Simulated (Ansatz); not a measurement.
**Sr₂CrO₄: pressure against volume**

Sr₂CrO₄, I4/mmm, a = 3.751 Å, c = 12.522 Å. The structure is a Materials Project entry; whether it is the stable form wasn't checked. Ansatz: PBEsol, PAW, 420 eV, Γ-centred 14×14×14 mesh on 7 atoms, Gaussian smearing 0.10 eV; collinear spin, largest moment 1.5 μB. Shape and atoms are relaxed at each volume; pressure is positive in compression.

```tsv
V (Å³/atom)	P (GPa)
11.072	?
11.450	16.87
11.827	10.33
12.205	4.72
12.582	0.01
12.959	-3.84
13.337	-7.05
13.840	-10.34
```

Task: Take V0 = 12.582 Å³/atom, count pressures from its P0 = 0.01 GPa, fit the third-order Birch–Murnaghan form to the other rows, and predict the missing pressure.

Result: With the Eulerian strain f = ½[(V0/V)^(2/3) − 1] and y = (P − P0)/[3f(1 + 2f)^(5/2)], the form is the line y = B0 + 1.5 B0 (B0′ − 4) f. Rows (f, y): 0.03243, 148.1; 0.02106, 147.3; 0.01024, 145.7; -0.00974, 138.4; -0.01905, 136.1; -0.03078, 131.4. Means f = 0.0006933, y = 141.17; Σ(Δf)² = 0.003002, ΣΔfΔy = 0.8245; the slope is their ratio. y = 141.0 + 274.6 f GPa, so B0 = 141.0 GPa and B0′ = 4 + 2 × (274.6)/(3 × 141.0) = 5.30. At V = 11.072, f = 0.04448, y = 153.21 and P = 25.31 GPa. The run gave 24.83 GPa, so the fit is 0.48 GPa too high, 1.4 % of the span of the series, against an rms of 0.10 GPa on the fitted rows. The row lies outside the fitted range. The points of y bend away from a line: a fourth-order term fitted to them gives P = 24.65 GPa at this row's volume (the line 25.31, the run 24.83). The records add, with no proof that it causes the miss: the largest moment runs from 1.26 to 1.57 μB along the series.

The largest moment runs from 1.26 to 1.57 μB along the series, so B0 and B0′ hold the change of the moment too.

The cell holds one magnetic atom, so it can only be ferromagnetic; an antiferromagnetic order may lie lower.